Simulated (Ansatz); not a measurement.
GaP:
```cif
data_Ga4P4
_chemical_formula_sum 'Ga4 P4'
_space_group_name_H-M_alt 'P 1'
_space_group_IT_number 1
_cell_length_a 6.65562
_cell_length_b 6.65562
_cell_length_c 3.85899
_cell_angle_alpha 90.000
_cell_angle_beta 90.000
_cell_angle_gamma 90.000
loop_
_space_group_symop_operation_xyz
  'x, y, z'
loop_
_atom_site_label
_atom_site_type_symbol
_atom_site_fract_x
_atom_site_fract_y
_atom_site_fract_z
_atom_site_occupancy
Ga1 Ga 0.32426 0.67574 0.00000 1
Ga2 Ga 0.67574 0.32426 0.00000 1
Ga3 Ga 0.82426 0.82426 0.50000 1
Ga4 Ga 0.17574 0.17574 0.50000 1
P1 P 0.31683 0.31683 0.00000 1
P2 P 0.68317 0.68317 0.00000 1
P3 P 0.18317 0.81683 0.50000 1
P4 P 0.81683 0.18317 0.50000 1
```

Relaxed with r²SCAN.

**Question.** Tabulate the valence density and the electron localisation function along the shortest Ga–P contact (2.34 Å), r²SCAN (plane waves, PAW; program Ansatz).

**Answer.** 

```
distance from Ga (Å)  density (e/Å³)    ELF
--------------------  --------------  -----
0.23                           28.20  -0.02
0.35                           13.91   0.02
0.47                            5.69   0.05
0.59                            2.25   0.12
0.70                            1.07   0.21
0.82                            0.69   0.29
0.94                            0.57   0.40
1.05                            0.55   0.59
1.17                            0.57   0.78
1.29                            0.63   0.88
1.41                            0.71   0.92
1.52                            0.79   0.92
1.64                            0.82   0.88
1.76                            0.76   0.76
1.87                            0.60   0.44
1.99                            0.38   0.09
2.11                            0.19   0.00
```

The density is the valence pseudo-density with augmentation charge, so density and ELF within about 1 Å of a nucleus are not all-electron values.

Space group P4_2/mnm. The start of the workflow was typed in or built on a structure type; neither database checked (COD, Materials Project) lists it. It is not the phase usual at ambient conditions (space group No. 216). The cell was relaxed with r²SCAN under the symmetry of its start; its stability against distortions is not shown here. The volume moved by 17 % from the start of the relaxation. Spin–orbit coupling is left out wherever it is not named.

Potentials: the earlier of the program's two PAW sets. The files were generated under PBE; for other functionals the program regenerates the frozen cores, and for LDA and PBEsol the local potential too.
